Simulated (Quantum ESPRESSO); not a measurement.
Mo2Au3AlWAg, input and log of a self-consistent run

A calculation, not a measurement. The program is pw.x of Quantum ESPRESSO 7.5 (plane-wave density functional theory). The cell is made up: eight metal atoms on a face-centred cubic lattice, with elements, volume, strain and displacements drawn at random and not relaxed, so it may be unstable or far from any real phase. PseudoDojo standard norm-conserving files set the functional (PBE unless stated); there is no spin polarisation or spin-orbit coupling, the Fermi-Dirac width of 0.25 eV means electrons at about 2900 K, and the masses in the input are unused placeholders. Heavy elements are run without spin-orbit coupling, which real alloys of them have. A spin test at this wide smearing found no moment, but such smearing suppresses magnetism that the real alloy may have.

Input:

```
&control calculation='scf', pseudo_dir='./dojo.nc.sr.pbe.v0_5.standard.upf', outdir='./o', disk_io='minimal', tprnfor=.true., tstress=.true. /
&system ibrav=0, nat=8, ntyp=5, nbnd=74, ecutwfc=87.97787729, nosym=.true., tot_charge=0,
 occupations='smearing', smearing='fd', degauss=0.0183746611
/
&electrons conv_thr=1.470e-08, electron_maxstep=70, mixing_beta=0.5 /
ATOMIC_SPECIES
Ag 1.0 Ag.upf
Al 1.0 Al.upf
Au 1.0 Au.upf
Mo 1.0 Mo.upf
W 1.0 W.upf
CELL_PARAMETERS angstrom
0.0247 1.946 1.9955
-0.0228 3.9678 -4.067
-8.0083 -2.0105 1.9614
ATOMIC_POSITIONS angstrom
Mo 0.0639 0.0135 0.1
Au -3.953 0.0745 -0.0613
Al -0.1776 2.0554 -1.8908
W -4.045 1.9327 -2.1552
Mo -6.0126 -0.1147 2.0158
Au -2.0424 1.77 0.0199
Au -5.9656 1.9885 -0.0466
Ag -1.9663 3.8112 -2.1725
K_POINTS automatic
8 4 3 1 1 1
```

The log is shortened where brackets say so; the opening notice, blank lines, dates and the lines on written files are dropped, and the path of the files is cut. It prints rydbergs, bohrs and kilobars, and counts compression as positive stress. Its total energy is the free energy E - TS of the whole cell.

```
     Program PWSCF v.7.5
     Parallel version (MPI & OpenMP), running on       4 processor cores
     Number of MPI processes:                 4
     Threads/MPI process:                     1
     [start-up lines left out]
     bravais-lattice index     =            0
     lattice parameter (alat)  =       5.2674  a.u.
     unit-cell volume          =     856.7495 (a.u.)^3
     number of atoms/cell      =            8
     number of atomic types    =            5
     number of electrons       =       121.00
     number of Kohn-Sham states=           74
     kinetic-energy cutoff     =      87.9779  Ry
     charge density cutoff     =     351.9115  Ry
     scf convergence threshold =      1.5E-08
     mixing beta               =       0.5000
     number of iterations used =            8  plain     mixing
     Exchange-correlation= PBE
                           (   1   4   3   4   0   0   0)
     [axes and pseudopotential details left out]
   Cartesian axes
     site n.     atom                  positions (alat units)
         1        Mo     tau(   1) = (   0.0229247   0.0048432   0.0358758  )
         2        Au     tau(   2) = (  -1.4181723   0.0267275  -0.0219919  )
         3        Al     tau(   3) = (  -0.0637155   0.7373922  -0.6783405  )
         4        W      tau(   4) = (  -1.4511780   0.6933725  -0.7731963  )
         5        Mo     tau(   5) = (  -2.1570712  -0.0411496   0.7231853  )
         6        Au     tau(   6) = (  -0.7327283   0.6350025   0.0071393  )
         7        Au     tau(   7) = (  -2.1402096   0.7133912  -0.0167181  )
         8        Ag     tau(   8) = (  -0.7054268   1.3673003  -0.7794028  )
     number of k points=    48  Fermi-Dirac smearing, width (Ry)=  0.0184
                       cart. coord. in units 2pi/alat
        k(    1) = (  -0.0799600   0.0889453   0.0015531), wk =   0.0416667
        k(    2) = (   0.1517734   0.0881409  -0.0005308), wk =   0.0416667
     [further k points left out]
     Dense  grid:    95529 G-vectors     FFT dimensions: (  32,  72,  96)
     Estimated max dynamical RAM per process >     347.62 MB
     Estimated total dynamical RAM >       1.29 GB
     Initial potential from superposition of free atoms
     starting charge     120.9934, renormalised to     121.0000
     Starting wfcs are   74 randomized atomic wfcs
     total cpu time spent up to now is        6.5 secs
     per-process dynamical memory:   259.3 Mb
     Self-consistent Calculation
     iteration #  1     ecut=    87.98 Ry     beta= 0.50
     Davidson diagonalization with overlap
     ethr =  1.00E-02,  avg # of iterations =  5.5
     total cpu time spent up to now is       22.7 secs
     total energy              =   -1634.98187649 Ry
     estimated scf accuracy    <       2.91331048 Ry
     iteration #  2     ecut=    87.98 Ry     beta= 0.50
     Davidson diagonalization with overlap
     ethr =  2.41E-03,  avg # of iterations =  2.9
     total cpu time spent up to now is       38.8 secs
     total energy              =   -1634.84443255 Ry
     estimated scf accuracy    <      13.51031337 Ry
     iteration #  3     ecut=    87.98 Ry     beta= 0.50
     Davidson diagonalization with overlap
     ethr =  2.41E-03,  avg # of iterations =  2.8
     total cpu time spent up to now is       53.7 secs
     total energy              =   -1635.92126807 Ry
     estimated scf accuracy    <       6.87439056 Ry
     iteration #  4     ecut=    87.98 Ry     beta= 0.50
     Davidson diagonalization with overlap
     ethr =  2.41E-03,  avg # of iterations =  2.0
     total cpu time spent up to now is       66.3 secs
     total energy              =   -1636.44432706 Ry
     estimated scf accuracy    <       0.55364555 Ry
     iteration #  5     ecut=    87.98 Ry     beta= 0.50
     Davidson diagonalization with overlap
     ethr =  4.58E-04,  avg # of iterations =  2.0
     total cpu time spent up to now is       78.8 secs
     total energy              =   -1636.45431298 Ry
     estimated scf accuracy    <       0.49387349 Ry
     [iterations 6 to 13 left out]
     iteration # 14     ecut=    87.98 Ry     beta= 0.50
     Davidson diagonalization with overlap
     ethr =  9.03E-10,  avg # of iterations =  2.0
     total cpu time spent up to now is      205.7 secs
     total energy              =   -1636.50401444 Ry
     estimated scf accuracy    <       0.00000093 Ry
     iteration # 15     ecut=    87.98 Ry     beta= 0.50
     Davidson diagonalization with overlap
     ethr =  7.71E-10,  avg # of iterations =  1.1
     total cpu time spent up to now is      221.8 secs
     total energy              =   -1636.50401452 Ry
     estimated scf accuracy    <       0.00000026 Ry
     iteration # 16     ecut=    87.98 Ry     beta= 0.50
     Davidson diagonalization with overlap
     ethr =  2.17E-10,  avg # of iterations =  2.0
     total cpu time spent up to now is      236.8 secs
     total energy              =   -1636.50401451 Ry
     estimated scf accuracy    <       0.00000048 Ry
     iteration # 17     ecut=    87.98 Ry     beta= 0.50
     Davidson diagonalization with overlap
     ethr =  2.17E-10,  avg # of iterations =  1.0
     total cpu time spent up to now is      252.6 secs
     total energy              =   -1636.50401454 Ry
     estimated scf accuracy    <       0.00000002 Ry
     iteration # 18     ecut=    87.98 Ry     beta= 0.50
     Davidson diagonalization with overlap
     ethr =  1.81E-11,  avg # of iterations =  2.0
     total cpu time spent up to now is      269.0 secs
     End of self-consistent calculation
     [lines on levels left out]
!    total energy              =   -1636.50401454 Ry
     estimated scf accuracy    <          9.3E-09 Ry
     smearing contrib. (-TS)   =      -0.08967587 Ry
     internal energy E=F+TS    =   -1636.41433867 Ry
     The total energy is F=E-TS. E is the sum of the following terms:
     one-electron contribution =    -596.25019848 Ry
     hartree contribution      =     367.51776514 Ry
     xc contribution           =    -279.47551316 Ry
     ewald contribution        =   -1128.20639217 Ry
     convergence has been achieved in  18 iterations
     Forces acting on atoms (cartesian axes, Ry/au):
     atom    1 type  4   force =     0.02142940    0.00649812   -0.03550264
     atom    2 type  3   force =    -0.08813641   -0.06990843    0.03551986
     atom    3 type  2   force =     0.03643915   -0.02411820   -0.00010415
     atom    4 type  5   force =    -0.00673600    0.01864135   -0.00316299
     atom    5 type  4   force =     0.01160566    0.02535073   -0.02636046
     atom    6 type  3   force =     0.07847872    0.08752526   -0.04548077
     atom    7 type  3   force =    -0.03912448   -0.03517830    0.01980622
     atom    8 type  1   force =    -0.01395603   -0.00881054    0.05528493
     Total force =     0.204550     Total SCF correction =     0.000684
     Computing stress (Cartesian axis) and pressure
          total   stress  (Ry/bohr**3)                   (kbar)     P=      140.37
   0.00116887   0.00003422  -0.00019103          171.95        5.03      -28.10
   0.00003422   0.00093671  -0.00007073            5.03      137.79      -10.40
  -0.00019103  -0.00007073   0.00075715          -28.10      -10.40      111.38
     init_run     :      6.01s CPU      6.23s WALL (       1 calls)
     electrons    :    257.76s CPU    262.58s WALL (       1 calls)
     forces       :      2.77s CPU      2.79s WALL (       1 calls)
     stress       :      8.78s CPU      8.96s WALL (       1 calls)
     [timing details left out]
     PWSCF        :   4m35.61s CPU   4m40.86s WALL
     JOB DONE.
```

In other units: free energy -22265.771 eV for the cell, pressure 14.04 GPa, largest force component 2.266 eV/Å in size. The run took 283 s of wall time with four MPI processes on a shared machine (Intel Xeon, 2023 or later, virtual cores), so the time is rough. A rerun of this cell at a higher cutoff and on a denser mesh moved values by no more than 0.004 eV in energy, 0.16 GPa in stress and 0.008 eV/Å in force, and a second program with other atomic files agreed on that cell to 2 % rms in force and 0.5 GPa in pressure.